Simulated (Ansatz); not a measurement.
Si$_{3}$N$_{4}$:
```
Si3N4
1.0
    7.62466     0.00000     0.00000
   -3.81233     6.60315     0.00000
    0.00000     0.00000     2.91047
Si N
6 8
Direct
  0.17396   0.76758   0.25000
  0.40638   0.17396   0.75000
  0.23242   0.40638   0.25000
  0.82604   0.23242   0.75000
  0.59362   0.82604   0.25000
  0.76758   0.59362   0.75000
  0.33333   0.66667   0.25000
  0.66667   0.33333   0.75000
  0.33000   0.02963   0.25000
  0.30037   0.33000   0.75000
  0.97037   0.30037   0.25000
  0.67000   0.97037   0.75000
  0.69963   0.67000   0.25000
  0.02963   0.69963   0.75000
```

Relaxed with PBEsol. Special points in fractions of this cell's reciprocal vectors: Γ (0.000, 0.000, 0.000); M (0.500, 0.000, 0.000); K (0.333, 0.333, 0.000); A (0.000, 0.000, 0.500); L (0.500, 0.000, 0.500); H (0.333, 0.333, 0.500).

Q: List the band energies nearest the valence-band maximum at these points for the program Ansatz at the PBEsol level (PAW).

A: In eV from the valence-band maximum; about four levels below and three above (degenerate sets whole), none deeper than 8.9 eV; points with the same levels are listed once.

```json
[
 {"k": "Γ", "below": "-1.31 -1.31 -0.48 -0.39 -0.21", "above": "4.19 4.58 4.77 4.77"},
 {"k": "M", "below": "-1.38 -0.78 -0.34 -0.27", "above": "4.49 4.59 4.74"},
 {"k": "K", "below": "-1.15 -1.15 -0.30 -0.30", "above": "4.58 4.72 4.72"},
 {"k": "A", "below": "-1.63 -1.63 -1.63 -1.63 -1.38 -1.38", "above": "4.54 4.54 4.54 4.54"},
 {"k": "L", "below": "-1.51 -1.51 -1.07 -1.07", "above": "4.62 4.62 5.70 5.70"},
 {"k": "H", "below": "-1.41 -1.41 -1.14 -1.14", "above": "4.86 4.86 5.67 5.67"}
]
```

Space group P6_3/m. The PBEsol relaxation kept the symmetry of its start; of distortions, only those at the zone centre were tested.

Potentials: the later of the program's two PAW sets.
